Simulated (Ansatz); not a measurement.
SiGe3:
Space group P-4m2 (No. 115); a = b = 3.967 Å, c = 5.600 Å, α = β = γ = 90.00°

```json
[
 {"atom": "Si", "site": "1a", "symmetry": "-4m2", "x": "0.0000", "y": "0.0000", "z": "0.0000"},
 {"atom": "Ge", "site": "2g", "symmetry": "2mm.", "x": "0.5000", "y": "0.0000", "z": "0.2444"},
 {"atom": "Ge", "site": "1c", "symmetry": "-4m2", "x": "0.5000", "y": "0.5000", "z": "0.5000"}
]
```

This is the r²SCAN-relaxed structure.

### Question
All from r²SCAN in the plane-wave PAW code Ansatz, unless another level is named. Estimate the electron effective mass.

### Answer
0.079, 0.11, 0.23 mₑ (principal values).

### Question
And the band gap?

### Answer
0.56 eV (indirect).

### Question
Predict the conduction-band minimum.

### Answer
at R (2 equivalent valleys).

### Question
What about the weight of the conduction-edge state by species (Voronoi cells)?

### Answer
Ge 80 %, Si 20 %.

### Question
Predict the valence-band maximum.

### Answer
at Γ.

The start of the workflow was typed in or built on a structure type; neither database checked (COD, Materials Project) lists it. Whether it is the stable phase at ambient conditions was not checked. The r²SCAN relaxation kept the symmetry of its start; its stability against distortions is not shown here. Scalar-relativistic: spin–orbit coupling is off unless named, which matters more the heavier the elements.

Potentials: the earlier of the program's two PAW sets.
